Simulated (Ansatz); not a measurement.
LaC (rock salt), relaxed with PBEsol (Ansatz, an electronic-structure program, plane waves, PAW): a = b = c = 5.350 Å, α = β = γ = 90.00°.

```
Quantity              Result
--------------------  ------
ΔH_f (eV/atom)          0.40
B₀ by P(V) fit (GPa)    87.3
```

Question: The same phase is relaxed and computed with r²SCAN in the same code. What are the cell and these values now?

Answer: a = 5.4399 Å, b = 5.4399 Å, c = 5.4399 Å, α = 90.00°, β = 90.00°, γ = 90.00°.

* **ΔH_f (eV/atom)**: 0.28
* **B₀ by P(V) fit (GPa)**: 85.5

Typed or built starts, not in the databases checked: LaC, rock salt. Unstable at this level: LaC, rock salt with PBEsol; LaC, rock salt with r²SCAN. All cells were relaxed under the symmetry of their starts (and spin orders); stability against distortions was not tested throughout. Spin–orbit coupling is left out wherever it is not named.

Potentials: the later of the program's two PAW sets.

Ansatz is a plane-wave DFT program.

Formation energies count from the lowest solids of the elements computed at the same level, not from gases.
